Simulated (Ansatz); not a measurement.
TiC2 in space group P-3m1 (No. 164; Ti on 1a, C on 2d) at seven volumes, DFT-r²SCAN in the program Ansatz with PAW potentials, shape and atoms relaxed at each. One row is withheld.

| V (Å³/atom) | P (GPa) |
|---|---|
| 7.469 | 26.53 |
| 7.715 | 16.43 |
| 7.961 | ? |
| 8.207 | -0.01 |
| 8.453 | -6.61 |
| 8.700 | -12.28 |
| 8.946 | -17.05 |

**Question.** Fit the shown pressures and predict the withheld one.

**Answer.** Third-order Birch–Murnaghan: P = (3/2)B₀(x^(7/2) − x^(5/2))[1 + (3/4)(B′ − 4)(x − 1)] with x = (V₀/V)^(2/3). Least squares on the six rows gives V₀ = 8.206 Å³/atom, B₀ = 234.7 GPa, B′ = 3.92. At V = 7.961, x = 1.0204 and P = 7.55 GPa. The run itself gave 7.65 GPa.

The start of the workflow was typed in or built on a structure type; neither database checked (COD, Materials Project) lists it. Its standing as an ambient phase is unchecked. The cell was relaxed with r²SCAN under the symmetry of its start; whether a distortion lowers the energy is not shown. The run is not spin-polarised. The volume moved by 15 % from the start of the relaxation. Its formation energy is positive at this level, so the cell may be metastable or incomplete.

Potentials: the earlier of the program's two PAW sets.
